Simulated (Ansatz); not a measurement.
BP in space group P4_2/mmc (No. 131; B on 2c, P on 2f), DFT-PBE in the program Ansatz with PAW potentials, all energies at zero smearing, with the estimated change up to a 700 eV cutoff added, with one set of potentials and settings (totals compare only within such a set). Cell of 4 atoms (2 B, 2 P): -1820.897 eV.

```tsv
element	reference phase	E (eV/atom)
B	R-3m, 12 atoms in the cell	-155.9161
P	Cmce, 4 atoms in the cell	-755.6743
```

Formation energy per atom, worked out: (-1820.897 − 2×(-155.9161) − 2×(-755.6743))/4 = 0.571 eV/atom (55 kJ per mol of atoms), at 0 K, without zero-point energy or fitted corrections.

A made-up cell: these elements were put on the sites of a structure type; neither database checked (COD, Materials Project) lists it. It is not the phase usual at ambient conditions (space group No. 216). The PBE relaxation kept the symmetry of its start; whether a distortion lowers the energy is not shown. The references are the lowest solids computed at this level, not always the standard phases.

Potentials: the later of the program's two PAW sets.
